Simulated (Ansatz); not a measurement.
The start is a relaxed Ba cell deformed by the Cartesian strain tensor (xx, yy, zz, yz, xz, xy) = (-0.052, 0.013, -0.084, 0.011, 0.098, 0.040). A full variable-cell relaxation at zero pressure is run with PBE (plane waves to 420 eV, PAW, scalar-relativistic; Ansatz, a program for electronic structure). The first steps use a coarse 10×9×9 k-mesh.

Initial structure:
```
CELL_PARAMETERS angstrom
     -2.03184     2.46858     2.08079
      2.52380    -2.41336     2.51753
      2.23515     2.61667    -2.02557
ATOMIC_POSITIONS crystal
  Ba 0.00000 0.00000 0.00000
```

Problem. How much energy is released per atom?

Solution. 0.12 eV/atom.

Problem. How does the volume change?

Solution. +15.3 %, from 54.93 to 63.32 Å³/atom.

Problem. Does it find its way back to the structure it was made from?

Solution. It relaxes back to the parent, Im-3m (No. 229).

The end point of the relaxation:

```cif
data_Ba2
_chemical_formula_sum 'Ba2'
_space_group_name_H-M_alt 'Im-3m'
_space_group_IT_number 229
_space_group_name_Hall '-I 4 2 3'
_cell_length_a 5.02184
_cell_length_b 5.02184
_cell_length_c 5.02184
_cell_angle_alpha 90.000
_cell_angle_beta 90.000
_cell_angle_gamma 90.000
loop_
_atom_site_label
_atom_site_type_symbol
_atom_site_symmetry_multiplicity
_atom_site_Wyckoff_symbol
_atom_site_fract_x
_atom_site_fract_y
_atom_site_fract_z
_atom_site_occupancy
Ba1 Ba 2 a 0.00000 0.00000 0.00000 1
```
(The calculation used a cell of 1 atom; values per cell refer to that cell.)

Final values are on a 13×13×13 k-mesh of the relaxed cell. No spin polarisation in the result.

The run could not lose the symmetry of its start.
